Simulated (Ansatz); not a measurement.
The elements of this relaxed trial crystal are hidden behind letters.

```
lattice vectors (Å)
   3.1766    0.0000    0.0000
   0.0000    3.1766    0.0000
   0.0000    0.0000    2.7190
fractional positions
X 0.5000 0.5000 0.0000
Z 0.0000 0.0000 0.5000
```

The calculation used Ansatz, DFT PBE, scalar-relativistic, plane waves, PAW. The final run on the 2-atom cell used 420 eV, a Γ-centred 18×18×20 mesh, 0.10 eV smearing and no spin polarisation.

* Space group: P4/mmm (No. 123)
* Conventional cell: a = 3.177 Å, c = 2.719 Å
* Volume per atom: 13.72 Å³
* Density: 6.18 g/cm³
* Formation energy: +0.05 eV/atom
* Gap on the 18×18×20 mesh of the 2-atom cell: 0 eV (a metal)

Energies are uncorrected and count from the elements' standard states at the same level.

Question: X is a d-block element of period 5 and Z is a p-block element of period 2. Which elements are they?

Answer: X = Zr, Z = B, so the formula is ZrB, here in the tetragonally distorted caesium chloride type. Density times volume gives a mean mass of 6.18 × 13.72/1.6605 = 51.1 u per atom, and this set has 51.0 u. Among the elements that the hints allow, noble gases aside, only these give it. Zr is surrounded by 8 B at 2.63 Å, 2 Zr at 2.72 Å and 4 Zr at 3.18 Å; around B lie 8 Zr at 2.63 Å, 2 B at 2.72 Å and 4 B at 3.18 Å.

Symmetry constrained the relaxation, so the result can be a saddle point.
